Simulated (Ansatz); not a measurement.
A geometry of CdAu away from equilibrium: the start of the relaxation of a relaxed CdAu cell with every coordinate shifted by Gaussian noise of σ = 0.2 Å. The numbers are results of PBEsol (plane waves to 420 eV, PAW, scalar-relativistic; Ansatz, a quantum-chemistry and plane-wave program), not measurements. Γ-centred k-mesh 12×12×7 on the run's cell (coarser than for final values), Fermi–Dirac smearing 0.05 eV.

```xyz
2
Lattice="3.0317 0.0000 0.0000 -1.5158 2.6255 0.0000 0.0000 0.0000 4.5936" Properties=species:S:1:pos:R:3 pbc="T T T"
Cd     0.2166    -0.0726    -0.1153
Au     0.2480     1.6336     1.8897
```

Q: What forces act on the atoms (eV/Å)?

A: 
```
atom     Fx     Fy     Fz
----  -----  -----  -----
Cd1    0.08  -0.12  -2.26
Au2   -0.08   0.12   2.26
```

Q: What is the pressure?

A: +6.4 GPa, compression positive.

Q: How far above the relaxed end point is this geometry?

A: 0.16 eV/atom; the path ends in P-6m2 (No. 187).

No spin polarisation in the result.

The cell that was disturbed is our relaxation of an entry of Materials Project.
